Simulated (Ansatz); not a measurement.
## MgZn3Te4 (P-43m) at 3 levels of theory

One geometry, relaxed with PBE; plane waves with PAW potentials in Ansatz, scalar-relativistic unless the row names spin-orbit coupling. No spin polarisation but for the spin–orbit row. Gaps are the least over mesh and band path; pressure is positive in compression.

Space group P-43m (No. 215). a = 6.265 Å, b = 6.265 Å, c = 6.265 Å, α = 90.00°, β = 90.00°, γ = 90.00°
```csv
atom,site,symmetry,x,y,z
Mg,1a,-43m,0.0000,0.0000,0.0000
Zn,3c,-42.m,0.0000,0.5000,0.5000
Te,4e,.3m,0.2567,0.2567,0.7433
```

```
level  cutoff (eV)  k mesh  gap (eV)  pressure (GPa)
  PBE          420   6×6×6      1.24             0.0
```

Task: What comes out on the same cell with r2SCAN, PBE with spin-orbit coupling?

Result:
```csv
level,cutoff (eV),k mesh,gap (eV),pressure (GPa)
r2SCAN,500,6×6×6,1.77,-1.3
PBE with spin-orbit coupling,420,6×6×6,0.97,0.1
```

Spin-orbit coupling matters for the bands of heavy elements and enters only rows that name it.

The cell was found from a structure generator's guess, not taken from experiment.
